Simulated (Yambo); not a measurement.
```xyz
4
Lattice="3.0523 0.0000 0.0000 -1.5261 2.6433 0.0000 0.0000 0.0000 4.9453" Properties=species:S:1:pos:R:3 pbc="T T T"
N      1.5261     0.8811     0.5550
N      0.0000     0.0000     3.1031
Al     0.0000     0.0000     4.9450
Ga     1.5261     0.8811     2.4565
```

Response from Yambo on PBEsol (Quantum ESPRESSO, PseudoDojo norm-conserving, 84 Ry, without SOC) bands: 15×15×8 mesh, 37 bands, 4 Ry local-field block, 0.2 eV broadening.

Task: Give the static electronic dielectric constant without and with local fields along each axis.

Result: 
```
field along  ε(0), independent particles  ε(0), RPA with local fields  refractive index √ε
-----------  ---------------------------  ---------------------------  -------------------
x                                   5.02                         4.77                 2.18
z                                   5.21                         4.93                 2.22
```
Electronic (clamped-ion) response only. PBEsol gaps are usually too small, which raises these values. Convergence of the RPA response with its 15×15×8 mesh was not tested. x, y and z are Cartesian axes of the cell as given.

Geometry strained from the cell relaxed with PBEsol, atoms relaxed again.

The structure is a Materials Project entry; no match was found in the copy of COD used, and its stability was not checked.
